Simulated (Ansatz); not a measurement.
CuI:
```xyz
2
Lattice="0.0000 3.0395 3.0395 3.0395 0.0000 3.0395 3.0395 3.0395 0.0000" Properties=species:S:1:pos:R:3 pbc="T T T"
Cu     4.5592     4.5592     4.5592
I      0.0000     0.0000     0.0000
```

Relaxed with PBE. Special points in fractions of this cell's reciprocal vectors: Γ (0.000, 0.000, 0.000); X (0.500, 0.000, 0.500); U (0.625, 0.250, 0.625); K (0.375, 0.375, 0.750); L (0.500, 0.500, 0.500); W (0.500, 0.250, 0.750).

### Question
List the band energies nearest the valence-band maximum at these points for the program Ansatz at the PBE level (PAW).

### Answer
In eV from the valence-band maximum; about four levels below and three above (degenerate sets whole), none deeper than 8.9 eV; points with the same levels are listed once.

```json
[
 {"k": "Γ", "below": "-1.82 -1.82 0.00 0.00 0.00", "above": "1.10 4.88 4.88 4.88"},
 {"k": "X", "below": "-1.76 -1.73 -1.47 -1.47", "above": "2.73 2.90 9.12"},
 {"k": "U", "below": "-1.79 -1.68 -1.48 -1.22", "above": "3.10 4.60 7.52"},
 {"k": "L", "below": "-1.79 -1.79 -1.74 -0.70 -0.70", "above": "2.13 5.42 5.42"},
 {"k": "W", "below": "-1.86 -1.73 -1.57 -1.23", "above": "4.46 4.65 6.00"}
]
```

Space group F-43m (zinc blende). The cell was relaxed with PBE under the symmetry of its start; phonons on a q-mesh show no instability. The run is not spin-polarised. Spin–orbit coupling is left out wherever it is not named.

Potentials: the later of the program's two PAW sets.
